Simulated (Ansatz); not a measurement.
# Squeezing Ru (sc type)

```yaml
crystal:
  lattice:
    - [2.48092, 0.00000, 0.00000]
    - [0.00000, 2.48092, 0.00000]
    - [0.00000, 0.00000, 2.48092]
  atoms:
    - { symbol: Ru, position: [0.00000, 0.00000, 0.00000] }
```

The cell comes from a relaxation on PAW files under the same functional, begun from a prototype that needn't be the stable phase.

Its volume is scaled at fixed shape and fractional positions.

Computed with Ansatz 0.2.0; functional PBEsol, scalar-relativistic. Settings: a Γ-centred 15×15×15 k mesh, Fermi–Dirac smearing of 0.1 eV, no spin polarisation. Methods: LAPW: all electrons, basis error target 1 meV/atom; PAW: frozen-core files, cutoff 420 eV; crystal datasets: all electrons, by PAW datasets that the program makes for each cell; norm-conserving: pseudopotentials, cutoff 1143 eV; PAW (core large): files with a larger core, cutoff 420 eV.

Energies are extrapolated to zero smearing and count from the unscaled cell; pressure is positive in compression; gaps take the mesh and a band path. No temperature or zero-point motion is included.

The PAW files were made under PBE. The structure type is held throughout; the real material can change phase at far lower pressure.

| V/V0 | V (Å³/atom) | P LAPW (GPa) | ΔE LAPW (eV/atom) | P PAW − LAPW (GPa) | ΔE PAW − LAPW (meV/atom) |
| --- | --- | --- | --- | --- | --- |
| 1.00 | 15.27 | 0.02 | 0.000 | 0.00 | 0.0 |
| 0.95 | 14.51 | 14.30 | 0.031 | -0.02 | 0.0 |
| 0.85 | 12.98 | 58.6 | 0.355 | -0.10 | -0.5 |
| 0.75 | 11.45 | 138.0 | 1.253 | -0.26 | -2.2 |
| 0.65 | 9.93 | 284.5 | 3.190 | -0.48 | -5.7 |
| 0.55 | 8.40 | 570.4 | 7.100 | -0.54 | -11.1 |
| 0.45 | 6.87 | ? | ? | ? | ? |
| 0.40 | 6.11 | 1759 | 21.980 | -0.05 | -9.0 |

(1) Fit the Vinet equation to the LAPW pressures shown (residuals weighted by 1/(|P| + 0.03·Pmax)), and predict the pressure of the withheld row.

(2) At the smallest volume, how far do crystal datasets and norm-conserving and PAW (core large) lie from LAPW in pressure?

(3) How do the Löwdin populations by LAPW change from the unscaled cell to the last row?

Results:

(1) The fit gives V0 = 15.30 Å³/atom, B0 = 231 GPa and B0′ = 5.15. At 6.87 Å³/atom, x = (V/V0)^(1/3) = 0.7659, and P = 3·B0·(1 − x)/x²·exp[1.5·(B0′ − 1)·(1 − x)] = 1190 GPa. The run itself gave 1185 GPa (+0.4 % off) and ΔE = 15.069 eV/atom.

(2) crystal datasets: 0.00 GPa; norm-conserving: +29.87 GPa; PAW (core large): -0.05 GPa, on a LAPW pressure of 1759 GPa.

(3) Ru 4s 1.96 → 1.84, Ru 5s 0.75 → 0.51, Ru 4p 5.99 → 5.91, Ru 4d 7.25 → 7.63 electrons an atom. These are projections on the shells that the free atoms fill; 0.06 e a cell lies outside them at the start and 0.12 e at the end.
